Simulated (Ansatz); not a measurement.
Consider the following.

LiCl:
```xyz
2
Lattice="0.0000 2.4821 2.4821 2.4821 0.0000 2.4821 2.4821 2.4821 0.0000" Properties=species:S:1:pos:R:3 pbc="T T T"
Li     0.0000     0.0000     0.0000
Cl     2.4821     2.4821     2.4821
```

This is the LDA-relaxed structure.

Q: All from LDA (plane waves, PAW; program Ansatz), unless another level is named. Estimate the electron effective mass.

A: 0.32, 0.32, 1.1 mₑ (principal values).

Q: Give the valence-band maximum.

A: on the K–Γ line, 78 % of the way from K.

Q: And the conduction-band minimum?

A: at L (4 equivalent valleys).

Space group Fm-3m (rock salt). Symmetry was held in the LDA relaxation.

Potentials: the earlier of the program's two PAW sets. The files were generated under PBE; for other functionals the program regenerates the frozen cores, and for LDA and PBEsol the local potential too.

Edges and masses are those of Kohn–Sham bands, whose gap is no quasiparticle gap.
